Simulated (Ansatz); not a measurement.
Rb2LiInCl6 in space group Fm-3m (No. 225; Rb on 8c, Li on 4b, In on 4a, Cl on 24e), the program Ansatz at the PBEsol level (PAW). The conduction-band minimum lies at Γ, with 1 equivalent valley. Second derivatives d²E/dk² of the lowest band at one valley (eV·Å²), along Cartesian directions:

```
direction  d²E/dk²
---------  -------
[100]        15.84
[010]        15.84
[001]        15.84
[110]        15.84
[101]        15.84
[011]        15.84
```

**Question.** Find the principal effective masses, the density-of-states mass and the conductivity mass.

**Answer.** Off-diagonal terms follow from H_xy = H[110] − (H_xx + H_yy)/2, and m*/mₑ = 7.620 eV·Å² over each eigenvalue: 0.48, 0.48, 0.48. One valley's DOS mass (m₁m₂m₃)^(1/3) = 0.48, conductivity mass 3/(Σ 1/mᵢ) = 0.48 mₑ.

**Question.** What effective density of states Nc follows at 300 K for parabolic valleys?

**Answer.** Nc = 2.509e19 × 1 × (0.48)^(3/2) ≈ 8.3e18 cm⁻³.

The workflow started from a Materials Project entry (that database holds measured and hypothetical structures alike); the Crystallography Open Database copy checked does not list it. Whether it is the stable phase at ambient conditions was not checked. The PBEsol relaxation kept the symmetry of its start; whether a distortion lowers the energy is not shown. Spin–orbit coupling is left out wherever it is not named.

Potentials: the later of the program's two PAW sets.

Edges and masses are those of Kohn–Sham bands, whose gap is no quasiparticle gap.
